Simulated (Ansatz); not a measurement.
KF (rock salt)

```
KF
1.0
    0.00000     2.65916     2.65916
    2.65916     0.00000     2.65916
    2.65916     2.65916     0.00000
F K
1 1
Cartesian
  0.00000   0.00000   0.00000
  2.65916   2.65916   2.65916
```

The slice is a {110} plane (indices of the conventional cell) through the point (0.000, 0.000, 0.000) (fractional), spanned by u = [100] and v = [1 -1 -1] in vectors of this cell: u (3.76 Å) and v (5.32 Å, at 90° to u). It covers one period; positions are fractions (u, v).

The numbers are results of r2SCAN (plane waves to 500 eV, PAW, scalar-relativistic; Ansatz, a program for electronic structure), not measurements. k mesh 11×11×11. These are valence fields of a PAW run, semicore shells included where kept as valence: close to a nucleus they are smooth pseudo fields. KF was relaxed with its symmetry unable to fall.

Three fields on this plane, each scaled to ten steps between its own extremes (0 low, 9 high; the total valence density on a logarithmic scale, the potential cut 8 eV below its top; x marks points blanked near nuclei; v = 0 in the bottom row):

Map A
```
|xxxxxx753222357xxxxx|
|xxxxx86432223468xxxx|
|xxxxx75422122457xxxx|
|xxxx8643211123468xxx|
|xx87653210001235678x|
|77665421100011245667|
|76654321000001234566|
|88765421000001245678|
|xx98754210001245789x|
|xxxx9753211123579xxx|
|xxxxx86422122468xxxx|
|xxxxx97532223579xxxx|
|xxxxxx853222358xxxxx|
|xxxxxx864222468xxxxx|
|xxxxxx853222358xxxxx|
|xxxxx97532223579xxxx|
|xxxxx86422122468xxxx|
|xxxx9753211123579xxx|
|xx98754210001245789x|
|88765421000001245678|
|76654321000001234566|
|77665421100011245667|
|xx87653210001235678x|
|xxxx8643211123468xxx|
|xxxxx75422122457xxxx|
|xxxxx86432223468xxxx|
|xxxxxx753222357xxxxx|
|xxxxxx753222357xxxxx|
```

Map B
```
|xxxxxx510000015xxxxx|
|xxxxx74100000147xxxx|
|xxxxx63100000136xxxx|
|xxxx7420000000247xxx|
|xx64321000000012346x|
|11100000000000000011|
|00000000000000000000|
|32210000000000000122|
|xx87420000000002478x|
|xxxx9510000000259xxx|
|xxxxx84000000048xxxx|
|xxxxx95100000159xxxx|
|xxxxxx610000016xxxxx|
|xxxxxx710000017xxxxx|
|xxxxxx610000016xxxxx|
|xxxxx95100000159xxxx|
|xxxxx84000000048xxxx|
|xxxx9520000000159xxx|
|xx87420000000002478x|
|32210000000000000122|
|00000000000000000000|
|11100000000000000011|
|xx64321000000012346x|
|xxxx7420000000247xxx|
|xxxxx63100000136xxxx|
|xxxxx74100000147xxxx|
|xxxxxx510000015xxxxx|
|xxxxxx510000015xxxxx|
```

Map C
```
|xxxxxx998777899xxxxx|
|xxxxx99987778999xxxx|
|xxxxx99887778899xxxx|
|xxxx9998887888999xxx|
|xx99998888788889999x|
|88888888887888888888|
|66677777777777777766|
|22345677777777765432|
|xx01356777777765310x|
|xxxx0356777776530xxx|
|xxxxx04577777540xxxx|
|xxxxx02567776520xxxx|
|xxxxxx256777652xxxxx|
|xxxxxx146777641xxxxx|
|xxxxxx256777652xxxxx|
|xxxxx02567776520xxxx|
|xxxxx04577777540xxxx|
|xxxx0356777776530xxx|
|xx01356777777765310x|
|22345677777777765432|
|66677777777777777766|
|88888888887888888888|
|xx99998888788889999x|
|xxxx9998887888999xxx|
|xxxxx99887778899xxxx|
|xxxxx99987778999xxxx|
|xxxxxx998777899xxxxx|
|xxxxxx998777899xxxxx|
```

**Question.** Assign the maps to these fields: electron localisation function (ELF); valence electron density; electrostatic potential energy of an electron, from the cell's mean.

**Answer.** A is the valence electron density; B is the electron localisation function (ELF); C is the electrostatic potential energy of an electron, from the cell's mean.
